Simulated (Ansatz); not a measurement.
InSn2Sb in space group R3m (No. 160; In on 3a, Sb on 3a, Sn on 3a, Sn on 3a) under volume change, r²SCAN in the plane-wave PAW code Ansatz, shape and atoms relaxed at each volume.

| V (Å³/atom) | E − E(relaxed) (meV/atom) | P (GPa) |
|---|---|---|
| 33.730 | 17.8 | 2.81 |
| 34.806 | … | … |
| 35.883 | 0.0 | 0.00 |
| 36.959 | 3.7 | -1.08 |
| 38.036 | … | … |

Some entries are withheld; supply them.


- 38.036, E − E(relaxed) (meV/atom): 14.2
- 38.036, P (GPa): -2.00
- 34.806, E − E(relaxed) (meV/atom): 4.2
- 34.806, P (GPa): 1.28

What does a third-order Birch–Murnaghan fit give for V₀, B₀ and B′?

V₀ = 35.88 Å³/atom, B₀ = 39.3 GPa, B′ = 4.7.

The start of the workflow was typed in or built on a structure type; neither database checked (COD, Materials Project) lists it. Its standing as an ambient phase is unchecked. The r²SCAN relaxation kept the symmetry of its start; its stability against distortions is not shown here. The volume moved by 33 % from the start of the relaxation. Spin–orbit coupling is left out wherever it is not named.

Potentials: the earlier of the program's two PAW sets.
